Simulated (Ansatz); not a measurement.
# Be₃GeTe: modes against the lattice constant

Theory: DFT PBE, scalar-relativistic, plane waves, PAW (Ansatz 0.2.0). Cutoff 420 eV, 8×8×8 k-points (Γ-centred), Fermi-Dirac smearing of 0.15 eV. No spin polarisation. Phonons by linear response, acoustic sum rule imposed.

The cell is fixed (symmetry leaves no force on the atoms) and stands under 0.9 GPa:
```
CELL_PARAMETERS angstrom
4.63660 0.00000 0.00000
0.00000 4.63660 0.00000
0.00000 0.00000 4.63660
ATOMIC_POSITIONS crystal
Ge 0.00000 0.00000 0.00000
Te 0.50000 0.50000 0.50000
Be 0.50000 0.50000 0.00000
Be 0.50000 0.00000 0.50000
Be 0.00000 0.50000 0.50000
```

Its imaginary modes show that this cell, the ideal cubic antiperovskite prototype, isn't a minimum of the energy. In a metal, frequencies and elastic constants depend on the k mesh and the smearing, soft modes and shear constants most.

How do the optical zone-centre modes (counted from the lowest optical one, degenerate ones once; i marks imaginary ones) of this metal change over a = 4.555, 4.637 and 4.707 Å?

Results:

```
         a (Å)  4.555  4.637  4.707
pressure (GPa)    3.8    0.9   -1.0
 mode 1 (cm⁻¹)   394i   370i   351i
 mode 4 (cm⁻¹)   391i   366i   345i
 mode 7 (cm⁻¹)    55i    57i    57i
mode 10 (cm⁻¹)    717    659    611
```

Cost: 3 runs of about 21 core-minutes in all, on Arm Neoverse N1 (shared hosts).